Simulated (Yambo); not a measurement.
```xyz
12
Lattice="2.7979 -5.0146 0.0000 2.7979 5.0146 0.0000 -1.2818 0.0000 6.5823" Properties=species:S:1:pos:R:3 pbc="T T T"
C      1.8366     1.6811     4.9368
C      2.4775    -1.6811     1.6456
O      3.5230    -1.0368     1.2306
O      0.7911     1.0368     5.3518
O      1.4320    -1.0368     2.0606
O      2.8820     1.0368     4.5217
O      2.4775    -2.9773     1.6456
O      1.8366     2.9773     4.9368
K      2.4775     1.6597     1.6456
K      1.8366    -1.6597     4.9368
K      0.0000     0.0000     0.0000
K     -0.6409     0.0000     3.2912
```

Response from Yambo on norm-conserving PBEsol (Quantum ESPRESSO, 84 Ry, scalar-relativistic) bands: 4×4×2 mesh, 148 bands, 3 Ry local-field block, 0.2 eV broadening.

### Question
Give the static electronic dielectric constant without and with local fields along each axis.

### Answer
| field along | ε(0), independent particles | ε(0), RPA with local fields | refractive index √ε |
|---|---|---|---|
| x | 2.74 | 2.43 | 1.56 |
| y | 2.80 | 2.48 | 1.57 |
| z | 2.37 | 2.09 | 1.44 |
Electronic (clamped-ion) response only. PBEsol gaps are usually too small, which raises these values. Convergence of the RPA response with its 4×4×2 mesh was not tested. x, y and z are Cartesian axes of the cell as given.

Geometry of the Materials Project entry, not relaxed at this level.
